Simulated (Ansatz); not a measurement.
Given:

Ti₃AlC:
```yaml
crystal:
  lattice:
    - [4.14027, 0.00000, 0.00000]
    - [0.00000, 4.14027, 0.00000]
    - [0.00000, 0.00000, 4.14027]
  atoms:
    - { symbol: Ti, position: [0.50000, 0.50000, 0.00000] }
    - { symbol: Ti, position: [0.00000, 0.50000, 0.50000] }
    - { symbol: Ti, position: [0.50000, 0.00000, 0.50000] }
    - { symbol: Al, position: [0.00000, 0.00000, 0.00000] }
    - { symbol: C, position: [0.50000, 0.50000, 0.50000] }
```

This is the PBEsol-relaxed structure.

Q: All from PBEsol (plane waves, PAW; program Ansatz), unless another level is named. Predict the electronic character.

A: metallic (no gap).

Q: What about the formation energy from the elements (no fitted shifts)?

A: -61 kJ/mol of atoms.

Q: Next, the density of states at the Fermi level?

A: 0.55 states/eV per atom (mean over ±0.08 eV).

Space group Pm-3m (anti-perovskite). The first step of the workflow began from a Materials Project structure, measured or hypothetical; the Crystallography Open Database copy checked does not list it. Its standing as an ambient phase is unchecked. The cell was relaxed with PBEsol under the symmetry of its start; of distortions, only those at the zone centre were tested. The run is not spin-polarised. The references are the lowest solids computed at this level, not always the standard phases.

Potentials: the later of the program's two PAW sets.
